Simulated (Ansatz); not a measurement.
A geometry of Ge away from equilibrium: the start of the relaxation of a relaxed Ge cell displaced along its unstable phonon at q = (½, 0, ½) of its primitive reciprocal cell (62i cm⁻¹), largest move 0.15 Å. The numbers are results of r2SCAN (plane waves to 500 eV, PAW, scalar-relativistic; Ansatz, a first-principles code), not measurements. Γ-centred k-mesh 13×13×13 on the run's cell (coarser than for final values), Fermi–Dirac smearing 0.05 eV.

```xyz
2
Lattice="5.7092 0.0000 0.0000 -1.4273 2.4722 0.0000 2.8546 0.0000 2.6468" Properties=species:S:1:pos:R:3:forces:R:3 pbc="T T T" free_energy=-8605.073 pressure_GPa=-0.1
Ge     0.0750    -0.1299     0.0000    0.0509   -0.0881    0.0000
Ge     1.3523     2.6021     0.0000   -0.0509    0.0881    0.0000
```

Positions in Å, forces in eV/Å, free energy of the cell in eV (comparable only within this code, potentials and settings). Largest force: 0.10 eV/Å, on Ge1, Ge2 (atoms numbered as listed); the geometry lies 0.02 eV/atom above the end of its relaxation.

No spin polarisation in the result.

The run could not lose the symmetry of its start.

Of the parent cell (P6/mmm (No. 191)): it is a generated cell of Ge: the first start was made by placing the elements on the sites of a structure type, and the end was not matched to a known phase here, so it may be hypothetical. Known forms of Ge include space group No. 227.

The relaxed structure has the type that Ge is known to take under pressure; here it was relaxed at zero pressure, from a generated start.
